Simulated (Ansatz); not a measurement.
Harmonic vibrational thermodynamics of TiAl in space group P-6m2 (No. 187; Ti on 1a, Al on 1d) at fixed volume, LDA (plane waves, PAW; program Ansatz). The rows extrapolate the 0 K crystal and know nothing of melting or changes of phase.

```
T (K)  F_vib (meV/atom)  S (J/K per mol of atoms)  C_V (J/K per mol of atoms)
-----  ----------------  ------------------------  --------------------------
50           (withheld)                       1.2                  (withheld)
100          (withheld)                (withheld)                        12.2
200                25.3                      18.0                        20.3
300                 1.9                      26.7                        22.7
400               -29.4                      33.4                        23.6
600              -109.3                      43.1                        24.3
800          (withheld)                (withheld)                        24.6
1000             -316.3                      55.7                        24.7
```

**Question.** Complete the blanks.

**Answer.** 
- 800, F_vib (meV/atom): -206.4
- 800, S (J/K per mol of atoms): 50.2
- 50, C_V (J/K per mol of atoms): 3.5
- 50, F_vib (meV/atom): 40.0
- 100, S (J/K per mol of atoms): 6.4
- 100, F_vib (meV/atom): 38.1

The first step of the workflow began from a Materials Project structure, measured or hypothetical; the Crystallography Open Database copy checked does not list it. With Ti and Al taken as one species the cell has the higher symmetry P6_3/mmc, so it may be an ordered model of a mixed-site phase. It is not the phase usual at ambient conditions (space group No. 123). Symmetry was held in the LDA relaxation; whether a distortion lowers the energy is not shown. No spin polarisation was allowed.

Potentials: the earlier of the program's two PAW sets. The files were generated under PBE; for other functionals the program regenerates the frozen cores, and for LDA and PBEsol the local potential too.
